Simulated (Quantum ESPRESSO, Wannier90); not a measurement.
ZnCu2GeS4 (I-42m): Wannier90 run

Structure: Materials Project mp-6408, symmetrised, not relaxed again. Not found in the COD (Crystallography Open Database) copy used; not checked further. Level: PBEsol, no spin polarisation, no spin-orbit coupling; pw.x of Quantum ESPRESSO at 74 Ry with PseudoDojo potentials, 4×4×4 k-points, Wannier90. Density: 8×8×8 mesh, Gaussian smearing 0.01 Ry. A non-magnetic state is assumed, with no Hubbard U; filled 3d bands tend to lie too high at this level. Spin-orbit coupling, left out, would split the p-like bands by a few tenths of an eV.

On the energy scale of pw.x, whose zero is arbitrary, the valence-band maximum lies at 9.03 eV.

Input w.win:

```
num_bands = 3
num_wann = 3
exclude_bands = 1-3,7-77
num_iter = 1000
conv_tol = 1.0e-6
conv_window = 4
write_hr = true
write_u_matrices = true
auto_projections = true
begin unit_cell_cart
ang
    5.2685900000    0.0000000000    0.0000000000
    0.0000000000    5.2685900000    0.0000000000
   -2.6342950000   -2.6342950000    5.2958250000
end unit_cell_cart
begin atoms_frac
Zn   0.0000000000  0.0000000000  0.0000000000
Cu  -0.2500000000  0.2500000000  0.5000000000
Cu   0.2500000000 -0.2500000000  0.5000000000
Ge   0.5000000000  0.5000000000  0.0000000000
S   -0.1298800000 -0.1298800000  0.2547000000
S   -0.3845800000  0.1298800000 -0.2547000000
S    0.3845800000  0.3845800000  0.2547000000
S    0.1298800000 -0.3845800000 -0.2547000000
end atoms_frac
mp_grid = 4 4 4
begin kpoints
0.0000000000 0.0000000000 0.0000000000
0.0000000000 0.0000000000 0.2500000000
0.0000000000 0.0000000000 0.5000000000
... (61 more lines: the 4x4x4 mesh through Gamma)
end kpoints
```

Input of pw2wannier90.x that gives the overlap and projection files (equivalent; here they were cut from one run over all bands):

```
&inputpp
  outdir = './out'
  prefix = 'pwscf'
  seedname = 'w'
  write_amn = .true.
  write_mmn = .true.
  atom_proj = .true.
  atom_proj_exclude = 1 5 6 7 8 9 10 11 12 13 14 15 16 17 18 19 20 21 22 23 24 25 26 27 28 29 30 31 32 33 34 35 36 37 38 39 40 41 42 43 44 45 46 47 48 49 50 51 52 53 54 55
/
```

Output w.wout (banner and timings cut):

```
                                    ------
                                    SYSTEM
                                    ------

                              Lattice Vectors (Ang)
                    a_1     5.268590   0.000000   0.000000
                    a_2     0.000000   5.268590   0.000000
                    a_3    -2.634295  -2.634295   5.295825

                   Unit Cell Volume:     147.00173  (Ang^3)

                        Reciprocal-Space Vectors (Ang^-1)
                    b_1     1.192574  -0.000000   0.593221
                    b_2    -0.000000   1.192574   0.593221
                    b_3     0.000000   0.000000   1.186441

 *----------------------------------------------------------------------------*
 |   Site       Fractional Coordinate          Cartesian Coordinate (Ang)     |
 +----------------------------------------------------------------------------+
 | zn   1   0.00000   0.00000   0.00000   |    0.00000   0.00000   0.00000    |
 | cu   1  -0.25000   0.25000   0.50000   |   -2.63429   0.00000   2.64791    |
 | cu   2   0.25000  -0.25000   0.50000   |    0.00000  -2.63429   2.64791    |
 | ge   1   0.50000   0.50000   0.00000   |    2.63429   2.63429   0.00000    |
 | s    1  -0.12988  -0.12988   0.25470   |   -1.35524  -1.35524   1.34885    |
 | s    2  -0.38458   0.12988  -0.25470   |   -1.35524   1.35524  -1.34885    |
 | s    3   0.38458   0.38458   0.25470   |    1.35524   1.35524   1.34885    |
 | s    4   0.12988  -0.38458  -0.25470   |    1.35524  -1.35524  -1.34885    |
 *----------------------------------------------------------------------------*
                                ------------
                                K-POINT GRID
                                ------------

             Grid size =  4 x  4 x  4      Total points =   64

 *---------------------------------- MAIN ------------------------------------*
 |  Number of Wannier Functions               :                 3             |
 |  Number of Objective Wannier Functions     :                 3             |
 |  Number of input Bloch states              :                 3             |
 |  Output verbosity (1=low, 5=high)          :                 1             |
 |  Timing Level (1=low, 5=high)              :                 1             |
 |  Optimisation (0=memory, 3=speed)          :                 3             |
 |  Length Unit                               :               Ang             |
 |  Post-processing setup (write *.nnkp)      :                 F             |
 |  Using Gamma-only branch of algorithms     :                 F             |
 *----------------------------------------------------------------------------*
 *------------------------------- WANNIERISE ---------------------------------*
 |  Total number of iterations                :              1000             |
 |  Number of CG steps before reset           :                 5             |
 |  Trial step length for line search         :             2.000             |
 |  Convergence tolerence                     :         0.100E-05             |
 |  Convergence window                        :                 4             |
 |  Iterations between writing output         :                 1             |
 |  Iterations between backing up to disk     :               100             |
 |  Write r^2_nm to file                      :                 F             |
 |  Write xyz WF centres to file              :                 F             |
 |  Write on-site energies <0n|H|0n> to file  :                 F             |
 |  Use guiding centre to control phases      :                 F             |
 |  Use phases for initial projections        :                 F             |
 *----------------------------------------------------------------------------*
 *-------------------------------- PLOTTING ----------------------------------*
 |  Plotting Hamiltonian in WF basis          :                 T             |
 *----------------------------------------------------------------------------*

 *---------------------------------- K-MESH ----------------------------------*
 +----------------------------------------------------------------------------+
 |                    Distance to Nearest-Neighbour Shells                    |
 |                    ------------------------------------                    |
 |          Shell             Distance (Ang^-1)          Multiplicity         |
 |          -----             -----------------          ------------         |
 |             1                   0.296610                      2            |
 |             2                   0.332993                      8            |
 |             3                   0.421639                      4            |
 |             4                   0.515516                      8            |
 |             5                   0.535574                      8            |
 |             6                   0.593221                      2            |
 |             7                   0.596287                      4            |
 |             8                   0.665985                      8            |
       ... (lines left out)
 +----------------------------------------------------------------------------+
 | The b-vectors are chosen automatically                                     |
 | The following shells are used:                       1,  2                 |
 +----------------------------------------------------------------------------+
 |                        Shell   # Nearest-Neighbours                        |
 |                        -----   --------------------                        |
 |                          1               2                                 |
 |                          2               8                                 |
 +----------------------------------------------------------------------------+
 | Completeness relation is fully satisfied [Eq. (B1), PRB 56, 12847 (1997)]  |
 +----------------------------------------------------------------------------+
 |                  b_k Vectors (Ang^-1) and Weights (Ang^2)                  |
 |                  ----------------------------------------                  |
 |            No.         b_k(x)      b_k(y)      b_k(z)        w_b           |
 |            ---        --------------------------------     --------        |
 |             1         0.000000    0.000000    0.296610     2.870782        |
 |             2         0.000000    0.000000   -0.296610     2.870782        |
 |             3         0.000000    0.298144    0.148305     2.812478        |
 |             4         0.298144    0.000000    0.148305     2.812478        |
 |             5         0.000000    0.298144   -0.148305     2.812478        |
 |             6         0.298144    0.000000   -0.148305     2.812478        |
 |             7         0.000000   -0.298144   -0.148305     2.812478        |
 |             8         0.000000   -0.298144    0.148305     2.812478        |
 |             9        -0.298144    0.000000   -0.148305     2.812478        |
 |            10        -0.298144    0.000000    0.148305     2.812478        |
 +----------------------------------------------------------------------------+
 |                           b_k Directions (Ang^-1)                          |
 |                           -----------------------                          |
 |            No.           x           y           z                         |
 |            ---        --------------------------------                     |
 |             1         0.000000    0.000000    0.296610                     |
 |             2         0.000000    0.298144    0.148305                     |
 |             3         0.298144    0.000000    0.148305                     |
 |             4         0.000000    0.298144   -0.148305                     |
 |             5         0.298144    0.000000   -0.148305                     |
 +----------------------------------------------------------------------------+

 Starting a new Wannier90 calculation ...

 Reading overlaps from w.mmn

 Reading projections from w.amn

 *------------------------------- WANNIERISE ---------------------------------*
 +--------------------------------------------------------------------+<-- CONV
 | Iter  Delta Spread     RMS Gradient      Spread (Ang^2)            |<-- CONV
 +--------------------------------------------------------------------+<-- CONV

 ------------------------------------------------------------------------------
 Initial State
  WF centre and spread    1  (  0.000000,  0.000000, -0.000000 )     0.18519962
  WF centre and spread    2  ( -0.000000,  0.000000,  0.000000 )     0.18509515
  WF centre and spread    3  (  0.000000, -0.000000, -0.000000 )     0.18509515
  Sum of centres and spreads (  0.000000,  0.000000, -0.000000 )     0.55538991

      0     0.555E+00     0.0000000000        0.5553899138  <-- CONV
        O_D=      0.0000000 O_OD=      0.0001210 O_TOT=      0.5553899 <-- SPRD
 ------------------------------------------------------------------------------
      1     0.000E+00     0.0000000364        0.5553899138  <-- CONV
        O_D=      0.0000000 O_OD=      0.0001210 O_TOT=      0.5553899 <-- SPRD
      2    -0.111E-15     0.0000000352        0.5553899138  <-- CONV
        O_D=      0.0000000 O_OD=      0.0001210 O_TOT=      0.5553899 <-- SPRD
      3     0.000E+00     0.0000000329        0.5553899138  <-- CONV
        O_D=      0.0000000 O_OD=      0.0001210 O_TOT=      0.5553899 <-- SPRD
      4    -0.111E-15     0.0000000298        0.5553899138  <-- CONV
        O_D=      0.0000000 O_OD=      0.0001210 O_TOT=      0.5553899 <-- SPRD
             <<<     Delta < 1.000E-06  over  4 iterations     >>>
             <<< Wannierisation convergence criteria satisfied >>>
 Final State
  WF centre and spread    1  (  0.000000,  0.000000, -0.000000 )     0.18519962
  WF centre and spread    2  ( -0.000000,  0.000000,  0.000000 )     0.18509515
  WF centre and spread    3  (  0.000000, -0.000000, -0.000000 )     0.18509515
  Sum of centres and spreads (  0.000000,  0.000000, -0.000000 )     0.55538991

         Spreads (Ang^2)       Omega I      =     0.555268953
        ================       Omega D      =     0.000000000
                               Omega OD     =     0.000120961
    Final Spread (Ang^2)       Omega Total  =     0.555389914
```
